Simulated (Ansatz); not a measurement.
Re3W:
```
CELL_PARAMETERS angstrom
     -1.95946     1.95946     3.92633
      1.95946    -1.95946     3.92633
      1.95946     1.95946    -3.92633
ATOMIC_POSITIONS crystal
  Re 0.75000 0.25000 0.50000
  Re 0.25000 0.75000 0.50000
  Re 0.50000 0.50000 0.00000
  W  0.00000 0.00000 0.00000
```

Relaxed with r²SCAN.

**Question.** Give the Bader charges and basin volumes of the independent atoms, DFT-r²SCAN in the program Ansatz with PAW potentials.

**Answer.** 

| atom | Bader charge (e) | Bader volume (Å³) |
|---|---|---|
| Re1 | -0.21 | 15.6 |
| Re3 | -0.19 | 15.5 |
| W4 | +0.62 | 13.7 |

Space group I4/mmm. The workflow started from a Materials Project entry (that database holds measured and hypothetical structures alike); the Crystallography Open Database copy checked does not list it. Its standing as an ambient phase is unchecked. The cell was relaxed with r²SCAN under the symmetry of its start; whether a distortion lowers the energy is not shown. The run is not spin-polarised. Spin–orbit coupling is left out wherever it is not named.

Potentials: the later of the program's two PAW sets.
